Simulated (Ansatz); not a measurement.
All numbers below come from Ansatz 0.2.0, DFT PBE, scalar-relativistic, plane waves, PAW. All cells share a 420 eV cutoff and Γ-centred k meshes spaced at most about 0.3 Å⁻¹ (about 0.25 or finer for metals, 2π included). No spin polarisation in the final relaxations.

All energies are static (0 K, no zero-point motion).

Two relaxed structures of Si3Te:

A.

```
CELL_PARAMETERS angstrom
0.00000 3.34094 3.34094
3.34094 0.00000 3.34094
3.34094 3.34094 0.00000
ATOMIC_POSITIONS crystal
Si 0.50000 0.50000 0.50000
Si 0.25000 0.25000 0.25000
Si 0.75000 0.75000 0.75000
Te 0.00000 0.00000 0.00000
```

B.

```
CELL_PARAMETERS angstrom
5.77433 0.00000 0.00000
-2.88717 5.00072 0.00000
0.00000 0.00000 2.76718
ATOMIC_POSITIONS crystal
Si 0.50000 0.00000 0.50000
Si 0.00000 0.50000 0.50000
Si 0.50000 0.50000 0.50000
Te 0.00000 0.00000 0.50000
```

Question: Which form is favoured at zero pressure, and by what margin per atom?

Answer: B is lower, by 63 meV/atom. A has the BiF3 (D0_3) type, space group Fm-3m (No. 225), 18.6 Å³/atom and no gap on its mesh; B has space group P6/mmm (No. 191), 20.0 Å³/atom and no gap. Counting Si atoms around Te (those within 1.25 times the shortest such distance or 1.15 times the sum of covalent radii; a plus sign parts nearer from farther groups), A has Te 8+6 and B has Te 6. B holds Te–Te chains (shortest 2.77 Å); in A the shortest Te–Te distance is 4.72 Å. The lower one is the more open, so pressure narrows the difference. Even the lower one lies +0.65 eV/atom against the reference forms of the elements (uncorrected), so neither is stable at this level. In A, around Si on a site of symmetry m-3m lie 8 Si at 2.89 Å and 6 Te at 3.34 Å; around Si on a site of symmetry -43m lie 4 Si at 2.89 Å, 4 Te at 2.89 Å and 6 Si at 3.34 Å; around Te lie 8 Si at 2.89 Å and 6 Si at 3.34 Å. In B, around Si lie 6 Si at 2.77–2.89 Å and 2 Te at 2.89 Å; around Te lie 2 Te at 2.77 Å and 6 Si at 2.89 Å. Both come from invented guesses. A third cell relaxed alike, in P6_3/mmc, lies 240 meV/atom below the lower of the two.

Spin–orbit coupling, which can matter for Te, is left out. Cells relaxed within their symmetry can be saddle points.
